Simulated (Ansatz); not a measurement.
**Ti (P6_3/mmc): electronic heat capacity and spin susceptibility from the density of states**

The calculation used DFT r2SCAN, scalar-relativistic, plane waves, PAW (Ansatz).

Settings: cutoff 500 eV, Γ-centred mesh 18×18×10 on the computed 2-atom cell, Gaussian smearing of 0.10 eV; no spin polarisation.

Relaxed cell: P6_3/mmc, a = 2.935 Å, b = 2.935 Å, c = 4.638 Å, α = 90.00°, β = 90.00°, γ = 120.00°, 2 atoms in the primitive cell.

The density of states at the Fermi level is 1.516 states/eV in the cell of 2 atoms (2 formula units; both spins, tetrahedra on a 27×27×15 mesh).

Task: What Sommerfeld coefficient and Pauli susceptibility does this give?

Result: Per formula unit N(E_F) = 0.758 states/eV. γ = (π²/3) k_B² N(E_F) N_A = 2.357 mJ/(mol K²) per state/eV, so γ = 1.8 mJ/(mol K²), a mole of formula units. χ_P = μ_B² N(E_F) N_A = 3.23×10⁻⁵ emu/mol per state/eV gives 2.5×10⁻⁵ emu/mol. This is the bare band result: a measured γ of the same phase is as a rule larger by a factor 1 + λ from phonons and spin fluctuations, the spin part of χ is larger by the Stoner factor, and a measured χ also holds orbital and core terms. N(E_F) at one energy is sensitive to the mesh where the density of states has sharp peaks.